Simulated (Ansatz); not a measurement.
This cell of BP (zinc blende) is off equilibrium:

```
CELL_PARAMETERS angstrom
      0.00000     2.26828     2.35902
      2.26828     0.00000     2.35902
      2.26828     2.26828     0.00000
ATOMIC_POSITIONS crystal
  P  0.75000 0.75000 0.75000
  B  0.00000 0.00000 0.00000
```

Level of theory: r2SCAN (plane waves to 500 eV, PAW, scalar-relativistic; Ansatz, a first-principles code). k mesh 12×12×12 (Γ-centred), Fermi-Dirac smearing 0.05 eV. Energies are smeared free energies. Compression counts positive. BP was relaxed with its symmetry unable to fall.

Give the stress tensor in GPa and the pressure.


```
   -2.4      0.0      0.0
    0.0     -2.4      0.0
    0.0      0.0    -13.8
```
The pressure, a third of the trace, is -6.2 GPa.

It is the relaxed cell deformed to V/V₀ = 1.040, (c/a)/(c/a)₀ = 1.040, c along z, fractional positions held. What is its energy relative to the relaxed cell?

20.4 meV/atom.

(Under strain, the slope of the energy per volume gives the stress and its curvature an elastic modulus.)
